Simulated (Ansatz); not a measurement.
RbMnCuS$_{2}$ in space group I-4m2 (No. 119; Rb on 2a, Mn on 2d, Cu on 2c, S on 4e), plane-wave PAW r²SCAN (Ansatz code). The conduction-band minimum lies at X, with 2 equivalent valleys. Second derivatives d²E/dk² of the lowest band at one valley (eV·Å²), along Cartesian directions:

```
direction  d²E/dk²
---------  -------
[100]        6.036
[010]        6.036
[001]        5.983
[110]        3.397
[101]        6.011
[011]        6.011
```

**Question.** Find the principal effective masses, the density-of-states mass and the conductivity mass.

**Answer.** Off-diagonal terms follow from H_xy = H[110] − (H_xx + H_yy)/2, and m*/mₑ = 7.620 eV·Å² over each eigenvalue: 0.88, 1.3, 2.2. One valley's DOS mass (m₁m₂m₃)^(1/3) = 1.4, conductivity mass 3/(Σ 1/mᵢ) = 1.3 mₑ.

**Question.** What effective density of states Nc follows at 300 K for parabolic valleys?

**Answer.** Nc = 2.509e19 × 2 × (1.4)^(3/2) / 2 (one spin channel) ≈ 4.2e19 cm⁻³.

The first step of the workflow began from a Materials Project structure, measured or hypothetical; the Crystallography Open Database copy checked does not list it. With Mn and Cu taken as one species the cell has the higher symmetry I4/mmm, so it may be an ordered model of a mixed-site phase. Its standing as an ambient phase is unchecked. The r²SCAN relaxation kept the symmetry of its start; its stability against distortions is not shown here. Spin order of the final state: ferromagnetic, the only order run, not a proven ground state. Other orbital occupations within this spin state were not tried. No Hubbard U is applied. Spin–orbit coupling is left out wherever it is not named.

Potentials: the later of the program's two PAW sets.

Edges and masses are those of Kohn–Sham bands, whose gap is no quasiparticle gap.
